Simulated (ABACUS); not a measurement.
Band structure of Si2W (I4/mmm, 3 atoms in the cell; from Materials Project mp-1620).

```
CELL_PARAMETERS angstrom
     -1.60736     1.60736     3.90103
      1.60736    -1.60736     3.90103
      1.60736     1.60736    -3.90103
ATOMIC_POSITIONS crystal
  Si 0.33499 0.33499 0.00000
  Si 0.66501 0.66501 0.00000
  W  0.00000 0.00000 0.00000
```

Level of theory: LDA (PW92), numerical atomic orbitals DZP (confined pseudo-atomic orbitals with Gaussian additions; energy shift 0.01 Ry), PseudoDojo 0.4 standard norm-conserving LDA (tails mended) pseudopotentials in ABACUS.

Settings: basis = DZP numerical atomic orbitals, energy shift 0.01 Ry; KPT = Gamma 12 12 12 0 0 0; basis_type = lcao; dft_functional = PWLDA; ecutwfc = 100 Ry; smearing_method = fd; smearing_sigma = 0.00734986 Ry; potentials = PseudoDojo 0.4 standard norm-conserving LDA (tails mended); symmetry = 1; ks_solver = scalapack_gvx; scf_nmax = 100; scf_thr = 1.0e-06; mixing_type = broyden.

Spin-orbit coupling is left out, which matters for bands and gaps with elements this heavy. The atom-centred basis is finite, which shifts total energies, pressures and forces against plane waves. The structure comes from a collection of computed structures, made at another level of theory; the collection holds predicted forms beside known ones. No clean gap shows at this smearing width and mesh (spacing up to 0.23 Å⁻¹); the mesh is coarse for partly filled bands, so the values carry mesh errors.

Points are given in units of this cell's reciprocal vectors. Levels in eV from the Fermi level, bands 8 to 13:
| point | 8 | 9 | 10 | 11 | 12 | 13 |
|---|---|---|---|---|---|---|
| Γ (0 0 0) | -3.37 | -2.84 | -2.84 | 0.56 | 2.79 | 3.08 |
| X (0 0 0.5) | -5.47 | -5.03 | -3.24 | -1.73 | 2.88 | 2.90 |
| Y (-0.085 0.085 0.5) | -5.14 | -4.05 | -3.10 | -2.33 | 2.06 | 2.09 |
| S (-0.292 0.292 0.292) | -3.08 | -2.74 | -2.41 | -0.35 | 1.82 | 2.51 |
| Z (0.5 0.5 -0.5) | -2.60 | -0.79 | -0.79 | -0.51 | -0.51 | 0.76 |
| S1 (0.292 0.708 -0.292) | -3.08 | -2.74 | -2.41 | -0.35 | 1.82 | 2.51 |
| N (0 0.5 0) | -4.81 | -2.85 | -2.78 | -0.47 | 2.63 | 2.81 |
| P (0.25 0.25 0.25) | -6.55 | -2.99 | -2.40 | -2.40 | 0.11 | 2.88 |
| Y1 (0.5 0.5 -0.085) | -5.14 | -4.05 | -3.10 | -2.33 | 2.06 | 2.09 |

2 bands cross the Fermi level along this path, so the cell has no gap at this level.

Higher empty bands are left out: an atom-centred basis made for the valence describes them poorly.

The atomic orbitals were generated for these runs; they are not ABACUS's published sets and were checked against plane waves on a few crystals only.

“Tails mended”: in these copies of the files the far tail of each local potential was reset to the Coulomb form.
